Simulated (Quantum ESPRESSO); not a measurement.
Ir3AlIn2TiCu, input and log of a self-consistent run

A calculation, not a measurement. The program is pw.x of Quantum ESPRESSO 7.5 (plane-wave density functional theory). The cell is made up: eight metal atoms on a face-centred cubic lattice, with elements, volume, strain and displacements drawn at random and not relaxed, so it may be unstable or far from any real phase. PseudoDojo standard norm-conserving files set the functional (PBE unless stated); there is no spin polarisation or spin-orbit coupling, the Fermi-Dirac width of 0.25 eV means electrons at about 2900 K, and the masses in the input are unused placeholders. The copper pseudopotential is less sure than most, with forces differing by about three percent and pressure by about two GPa from a second method on plain copper. Heavy elements are run without spin-orbit coupling, which real alloys of them have. A spin test at this wide smearing found no moment, but such smearing suppresses magnetism that the real alloy may have.

Input:

```
&control calculation='scf', pseudo_dir='./dojo.nc.sr.pbe.v0_5.standard.upf', outdir='./o', disk_io='minimal', tprnfor=.true., tstress=.true. /
&system ibrav=0, nat=8, ntyp=5, nbnd=69, ecutwfc=92.02030273, nosym=.true., tot_charge=0,
 occupations='smearing', smearing='fd', degauss=0.0183746611
/
&electrons conv_thr=1.470e-08, electron_maxstep=70, mixing_beta=0.5 /
ATOMIC_SPECIES
Al 1.0 Al.upf
Cu 1.0 Cu.upf
In 1.0 In.upf
Ir 1.0 Ir.upf
Ti 1.0 Ti.upf
CELL_PARAMETERS angstrom
-4.1412 -0.061 0.0132
-0.0742 -3.999 4.0077
0.0849 6.0535 2.0588
ATOMIC_POSITIONS angstrom
Ir 0.0915 0.0519 -0.0234
Al 0.0836 1.9605 2.1529
Ir -0.1508 -1.855 2.0885
In 0.1885 0.1222 3.97
Ti -1.8962 4.0402 2.2593
In -1.9729 -0.1053 2.1173
Ir -2.0439 1.9708 4.0306
Cu -2.1915 -2.0853 4.0433
K_POINTS automatic
6 5 4 1 1 1
```

The log is shortened where brackets say so; the opening notice, blank lines, dates and the lines on written files are dropped, and the path of the files is cut. It prints rydbergs, bohrs and kilobars, and counts compression as positive stress. Its total energy is the free energy E - TS of the whole cell.

```
     Program PWSCF v.7.5
     Parallel version (MPI & OpenMP), running on       4 processor cores
     Number of MPI processes:                 4
     Threads/MPI process:                     1
     [start-up lines left out]
     bravais-lattice index     =            0
     lattice parameter (alat)  =       7.8266  a.u.
     unit-cell volume          =     907.8643 (a.u.)^3
     number of atoms/cell      =            8
     number of atomic types    =            5
     number of electrons       =       111.00
     number of Kohn-Sham states=           69
     kinetic-energy cutoff     =      92.0203  Ry
     charge density cutoff     =     368.0812  Ry
     scf convergence threshold =      1.5E-08
     mixing beta               =       0.5000
     number of iterations used =            8  plain     mixing
     Exchange-correlation= PBE
                           (   1   4   3   4   0   0   0)
     [axes and pseudopotential details left out]
   Cartesian axes
     site n.     atom                  positions (alat units)
         1        Ir     tau(   1) = (   0.0220925   0.0125312  -0.0056499  )
         2        Al     tau(   2) = (   0.0201851   0.4733597   0.5198144  )
         3        Ir     tau(   3) = (  -0.0364104  -0.4478869   0.5042652  )
         4        In     tau(   4) = (   0.0455130   0.0295050   0.9585505  )
         5        Ti     tau(   5) = (  -0.4578346   0.9755002   0.5455046  )
         6        In     tau(   6) = (  -0.4763537  -0.0254245   0.5112189  )
         7        Ir     tau(   7) = (  -0.4934966   0.4758467   0.9731823  )
         8        Cu     tau(   8) = (  -0.5291343  -0.5034925   0.9762486  )
     number of k points=    60  Fermi-Dirac smearing, width (Ry)=  0.0184
                       cart. coord. in units 2pi/alat
        k(    1) = (  -0.0834673   0.0388778   0.1405909), wk =   0.0333333
        k(    2) = (  -0.0849426   0.1666060   0.2680145), wk =   0.0333333
     [further k points left out]
     Dense  grid:   108183 G-vectors     FFT dimensions: (  48,  72,  75)
     Estimated max dynamical RAM per process >     418.90 MB
     Estimated total dynamical RAM >       1.56 GB
     Initial potential from superposition of free atoms
     starting charge     110.9874, renormalised to     111.0000
     Starting wfcs are   72 randomized atomic wfcs
     total cpu time spent up to now is        6.7 secs
     per-process dynamical memory:   333.7 Mb
     Self-consistent Calculation
     iteration #  1     ecut=    92.02 Ry     beta= 0.50
     Davidson diagonalization with overlap
     ethr =  1.00E-02,  avg # of iterations =  5.8
     total cpu time spent up to now is       25.8 secs
     total energy              =   -1450.33059155 Ry
     estimated scf accuracy    <      13.16012909 Ry
     iteration #  2     ecut=    92.02 Ry     beta= 0.50
     Davidson diagonalization with overlap
     ethr =  1.00E-02,  avg # of iterations =  3.0
     total cpu time spent up to now is       43.6 secs
     total energy              =   -1455.47823670 Ry
     estimated scf accuracy    <      49.46712369 Ry
     iteration #  3     ecut=    92.02 Ry     beta= 0.50
     Davidson diagonalization with overlap
     ethr =  1.00E-02,  avg # of iterations =  2.9
     total cpu time spent up to now is       60.3 secs
     total energy              =   -1459.70637416 Ry
     estimated scf accuracy    <       6.30858731 Ry
     iteration #  4     ecut=    92.02 Ry     beta= 0.50
     Davidson diagonalization with overlap
     ethr =  5.68E-03,  avg # of iterations =  1.9
     total cpu time spent up to now is       74.2 secs
     total energy              =   -1459.73226413 Ry
     estimated scf accuracy    <       2.80003849 Ry
     iteration #  5     ecut=    92.02 Ry     beta= 0.50
     Davidson diagonalization with overlap
     ethr =  2.52E-03,  avg # of iterations =  1.9
     total cpu time spent up to now is       88.1 secs
     total energy              =   -1459.52427701 Ry
     estimated scf accuracy    <       1.98300289 Ry
     [iterations 6 to 12 left out]
     iteration # 13     ecut=    92.02 Ry     beta= 0.50
     Davidson diagonalization with overlap
     ethr =  1.03E-07,  avg # of iterations =  2.0
     total cpu time spent up to now is      215.8 secs
     total energy              =   -1459.36531691 Ry
     estimated scf accuracy    <       0.00001524 Ry
     iteration # 14     ecut=    92.02 Ry     beta= 0.50
     Davidson diagonalization with overlap
     ethr =  1.37E-08,  avg # of iterations =  2.7
     total cpu time spent up to now is      231.1 secs
     total energy              =   -1459.36531953 Ry
     estimated scf accuracy    <       0.00000043 Ry
     iteration # 15     ecut=    92.02 Ry     beta= 0.50
     Davidson diagonalization with overlap
     ethr =  3.83E-10,  avg # of iterations =  5.1
     total cpu time spent up to now is      251.9 secs
     total energy              =   -1459.36531968 Ry
     estimated scf accuracy    <       0.00000052 Ry
     iteration # 16     ecut=    92.02 Ry     beta= 0.50
     Davidson diagonalization with overlap
     ethr =  3.83E-10,  avg # of iterations =  2.0
     total cpu time spent up to now is      266.1 secs
     total energy              =   -1459.36531975 Ry
     estimated scf accuracy    <       0.00000015 Ry
     iteration # 17     ecut=    92.02 Ry     beta= 0.50
     Davidson diagonalization with overlap
     ethr =  1.31E-10,  avg # of iterations =  1.1
     total cpu time spent up to now is      279.1 secs
     End of self-consistent calculation
     [lines on levels left out]
!    total energy              =   -1459.36531976 Ry
     estimated scf accuracy    <          1.9E-09 Ry
     smearing contrib. (-TS)   =      -0.07850160 Ry
     internal energy E=F+TS    =   -1459.28681816 Ry
     The total energy is F=E-TS. E is the sum of the following terms:
     one-electron contribution =    -593.64845141 Ry
     hartree contribution      =     363.66301084 Ry
     xc contribution           =    -277.65147435 Ry
     ewald contribution        =    -951.64990324 Ry
     convergence has been achieved in  17 iterations
     Forces acting on atoms (cartesian axes, Ry/au):
     atom    1 type  4   force =    -0.00009781    0.00909256    0.01256689
     atom    2 type  1   force =     0.00226356    0.05976719   -0.03318012
     atom    3 type  4   force =     0.04984053   -0.11509587   -0.01920481
     atom    4 type  3   force =    -0.04034746   -0.03937004    0.11589028
     atom    5 type  5   force =    -0.00761303    0.01373211   -0.01273139
     atom    6 type  3   force =    -0.04030671    0.05515126   -0.05335838
     atom    7 type  4   force =     0.02440307    0.04122102   -0.01260875
     atom    8 type  2   force =     0.01185784   -0.02449823    0.00262627
     Total force =     0.220795     Total SCF correction =     0.000130
     Computing stress (Cartesian axis) and pressure
          total   stress  (Ry/bohr**3)                   (kbar)     P=      -27.39
  -0.00035064  -0.00014529  -0.00004532          -51.58      -21.37       -6.67
  -0.00014529  -0.00001822  -0.00016155          -21.37       -2.68      -23.77
  -0.00004532  -0.00016155  -0.00018963           -6.67      -23.77      -27.89
     init_run     :      6.32s CPU      6.60s WALL (       1 calls)
     electrons    :    266.74s CPU    272.40s WALL (       1 calls)
     forces       :      2.48s CPU      2.51s WALL (       1 calls)
     stress       :      8.71s CPU      8.91s WALL (       1 calls)
     [timing details left out]
     PWSCF        :   4m44.39s CPU   4m50.64s WALL
     JOB DONE.
```

In other units: free energy -19855.677 eV for the cell, pressure -2.74 GPa, largest force component 2.980 eV/Å in size. The run took 292 s of wall time with four MPI processes on a shared machine (Intel Xeon, 2023 or later, virtual cores), so the time is rough. A rerun of this cell at a higher cutoff and on a denser mesh moved values by no more than 0.003 eV in energy, 0.05 GPa in stress and 0.005 eV/Å in force, and a second program with other atomic files agreed on that cell to 2 % rms in force and 0.5 GPa in pressure.